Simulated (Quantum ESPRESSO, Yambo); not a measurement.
**Sr₂WZnO₆: DFT and GW levels**

Space group Fm-3m (No. 225); a = b = c = 8.0710 Å, α = β = γ = 90.00°

```tsv
atom	site	symmetry	x	y	z
O	24e	4m.m	0.0000	0.0000	0.2410
Zn	4b	m-3m	0.5000	0.5000	0.5000
Sr	8c	-43m	0.2500	0.2500	0.2500
W	4a	m-3m	0.0000	0.0000	0.0000
```
(The calculation used a cell of 10 atoms; values per cell refer to that cell.)

The geometry is that of Materials Project entry mp-19282, symmetrised and not relaxed again.

Starting point: PBEsol (pw.x of Quantum ESPRESSO, ONCV potentials, no spin-orbit coupling). G0W0 in Yambo: 2×2×2 Γ-centred k mesh, bands 6 to 211 and a 7 Ry block in the screening, 211 bands in G with the Bruneval-Gonze terminator, plasmon pole fitted at 27.2 eV.

The PBEsol gap along the band path is 2.86 eV and the PBEsol gap between the mesh's edge points (L → X) is 2.86 eV. The G0W0 gap between the same points comes out as 4.80 eV, the PBEsol smallest direct gap on the mesh (at X) comes out as 2.98 eV and the G0W0 direct gap at that point is 4.66 eV. The smallest G0W0 gap among all computed states (the edges move to other k points) comes out as 4.59 eV.

```csv
k point,band,E PBEsol (eV),E QP (eV),shift (eV),Z
Γ,VB,-0.04,-0.50,-0.46,0.77
Γ,CB,3.01,4.23,1.22,0.81
L,VB,0.00,-0.71,-0.71,0.78
L,CB,3.10,4.35,1.25,0.81
X,VB,-0.12,-0.57,-0.46,0.78
X,CB,2.86,4.09,1.23,0.81
```

Energies count from the PBEsol valence-band maximum.

Nearest settings tried, and what they do to the gap: 144 bands in W, 144 bands in G: +105 meV; 6 Ry block (259 vectors against 307): -2 meV. Not varied: mesh. So the settings aren't converged at that level. Oxides, nitrides and fluorides with a shallow 3d shell are known to need far more bands and larger blocks. The k mesh is coarse.

Spin-orbit coupling is left out, which matters for elements this heavy: edges can move by tenths of an eV.
